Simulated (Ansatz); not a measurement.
# Data sheet: MoPt (DFT)

MoPt in space group P-6m2 (No. 187; Mo on 1e, Pt on 1d), a = 2.7881 Å, b = 2.7881 Å, c = 4.5233 Å, α = 90.00°, β = 90.00°, γ = 120.00°.

Space group P-6m2 (No. 187); conventional cell a = b = 2.788 Å, c = 4.523 Å, α = β = 90.00°, γ = 120.00°.

Method: DFT-r²SCAN in the program Ansatz with PAW potentials. The cell and atoms are relaxed at this level. Other levels are named where they apply.

**Cell and energy**

```yaml
volume_per_atom: 15.23 Å³
density: 15.87 g/cm³
Formation energy from the elements (no fitted shifts): -15 kJ/mol of atoms
```

**Electronic structure**

```yaml
electronic_character: metallic (no gap)
Density of states at the Fermi level: 0.76 states/eV per atom (mean over ±0.08 eV)
Gap with spin–orbit coupling: none (metallic)
```

**Mechanics**

```yaml
Bulk modulus (Birch–Murnaghan fit): 285 GPa
Pressure derivative B′: 4.8
```

**Phonons**

```yaml
highest_zone_centre_frequency: 209 cm^-1
zone_centre_stability: no imaginary mode at Γ
```

**Charges**

```yaml
bader_charges: Mo +0.64, Pt -0.64 e
```

The workflow started from a Materials Project entry (that database holds measured and hypothetical structures alike); the Crystallography Open Database copy checked does not list it. With Mo and Pt taken as one species the cell has the higher symmetry P6_3/mmc, so it may be an ordered model of a mixed-site phase. Its standing as an ambient phase is unchecked. Symmetry was held in the r²SCAN relaxation. The run is not spin-polarised. As this level gives no gap, phonon frequencies hold no LO–TO term and depend on the k-mesh and smearing (Fermi–Dirac, 0.1 eV here). Axis ratios of metals converge slowly with the k-mesh, so a and c are less sure than the volume. The references are the lowest solids computed at this level, not always the standard phases. Scalar-relativistic: spin–orbit coupling is off unless named, which matters more the heavier the elements.

Potentials: the later of the program's two PAW sets.
